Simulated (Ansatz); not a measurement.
**Perovskite alloy of BaZrO3 and BaHfO3 (2 of 8 Zr sites exchanged), 40 atoms**

Ansatz, PAW, plane waves. PBEsol relaxation of volume and atoms (shape held) at the single k point (¼, ¼, ¼) without its symmetry partners; single points on the relaxed atoms at the Γ point alone, onto which points of the small cell's zone fold. Arrangement: random. No spin–orbit coupling unless named.

Relaxed structure:

```xyz
40
Lattice="8.3490 0.0000 0.0000 0.0000 8.3490 0.0000 0.0000 0.0000 8.3490" Properties=species:S:1:pos:R:3 pbc="T T T"
Ba    8.3483    0.0004    0.0013
Ba    0.0000    8.3471    4.1771
Ba    8.3482    4.1784    0.0041
Ba    0.0004    4.1808    4.1753
Ba    4.1696    8.3481    0.0013
Ba    4.1699    0.0017    4.1743
Ba    4.1692    4.1803    8.3490
Ba    4.1682    4.1783    4.1779
Zr    2.0857    2.0895    2.0888
Zr    2.0842    2.0905    6.2635
Zr    6.2604    2.0908    2.0890
Zr    6.2591    2.0904    6.2633
Zr    6.2596    6.2652    2.0885
Zr    6.2587    6.2649    6.2630
Hf    2.0854    6.2640    2.0893
Hf    2.0844    6.2650    6.2641
O     2.1114    2.1184    0.0021
O     2.0608    2.0618    4.1765
O     2.0684    6.2368    0.0017
O     2.0971    6.2909    4.1763
O     6.2354    2.0516    0.0018
O     6.2845    2.1291    4.1764
O     6.2719    6.3042    0.0018
O     6.2434    6.2282    4.1762
O     8.3486    2.0966    2.0631
O     8.3477    2.0874    6.2876
O     0.0053    6.2601    2.1025
O     0.0045    6.2673    6.2481
O     4.1717    2.0845    2.1156
O     4.1708    2.0935    6.2393
O     4.1641    6.2694    2.0746
O     4.1632    6.2617    6.2780
O     2.0805    8.3438    2.0631
O     2.0887    8.3437    6.2916
O     2.0926    4.1850    2.1167
O     2.0815    4.1847    6.2361
O     6.2677    0.0019    2.1274
O     6.2542    0.0017    6.2272
O     6.2574    4.1784    2.0496
O     6.2613    4.1784    6.3015
```

**Question.** What are the mean bond lengths by pair (pairs within 1.2 times the sum of covalent radii, less contacts 15 % beyond the pair's median; cation–cation pairs of compounds aside; long ionic contacts are cut short by that bound)?

**Answer.** Ba–O 2.952 ± 0.023 Å (standard deviation, 96 bonds); Hf–O 2.082 ± 0.004 Å (standard deviation, 12 bonds); O–Zr 2.089 ± 0.003 Å (standard deviation, 36 bonds).

**Question.** What gap lies between the top filled and the lowest empty level in the single points?

**Answer.** HSE06 4.65 eV (37 s on NVIDIA H100).
